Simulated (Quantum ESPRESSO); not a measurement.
## NMR parameters of KBr

```
CELL_PARAMETERS angstrom
      0.00000     3.29454     3.29454
      3.29454     0.00000     3.29454
      3.29454     3.29454     0.00000
ATOMIC_POSITIONS crystal
  K  0.00000 0.00000 0.00000
  Br 0.50000 0.50000 0.50000
```
The geometry is a computed Materials Project entry, not a measured one. It is KBr in Fm-3m. Stability against distortions was not tested.

These are absolute shieldings with no macroscopic susceptibility term; δ = σ_ref − σ needs a reference computed alike. By our sweeps, such settings leave a few ppm in absolute σ on light atoms and up to some 20 ppm from Zn on. Spin–orbit coupling is left out; its weight grows with the heaviest atom, Br here. The datasets of Br hold no d projectors, which limits absolute σ on these atoms.

What do the calculations give at each independent site (shieldings by GIPAW with PBE in a modified build of Quantum ESPRESSO, on JTH PAW datasets, 20 Ha, k-mesh 4×4×4 shifted, f-sum rule met within 0.001 %)?


```json
[
 {"site": "K (atom 1)", "site symmetry": "m-3m", "σ_iso (ppm)": "1142"},
 {"site": "Br (atom 2)", "site symmetry": "m-3m", "σ_iso (ppm)": "2644"}
]
```
